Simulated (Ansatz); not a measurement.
BP in space group P4_2/mnm (No. 136; B on 4f, P on 4g) at seven volumes, PBEsol (plane waves, PAW; program Ansatz), shape and atoms relaxed at each. One row is withheld.

| V (Å³/atom) | P (GPa) |
|---|---|
| 11.097 | 17.42 |
| 11.463 | 10.77 |
| 11.829 | 5.00 |
| 12.194 | 0.00 |
| 12.560 | -4.34 |
| 12.926 | -8.10 |
| 13.292 | ? |

Task: Fit the shown pressures and predict the withheld one.

Result: Third-order Birch–Murnaghan: P = (3/2)B₀(x^(7/2) − x^(5/2))[1 + (3/4)(B′ − 4)(x − 1)] with x = (V₀/V)^(2/3). Least squares on the six rows gives V₀ = 12.195 Å³/atom, B₀ = 155.1 GPa, B′ = 3.72. At V = 13.292, x = 0.9442 and P = -11.38 GPa. The run itself gave -11.36 GPa.

The start of the workflow was typed in or built on a structure type; neither database checked (COD, Materials Project) lists it. It is not the phase usual at ambient conditions (space group No. 216). The cell was relaxed with PBEsol under the symmetry of its start; whether a distortion lowers the energy is not shown.

Potentials: the earlier of the program's two PAW sets. The files were generated under PBE; for other functionals the program regenerates the frozen cores, and for LDA and PBEsol the local potential too.
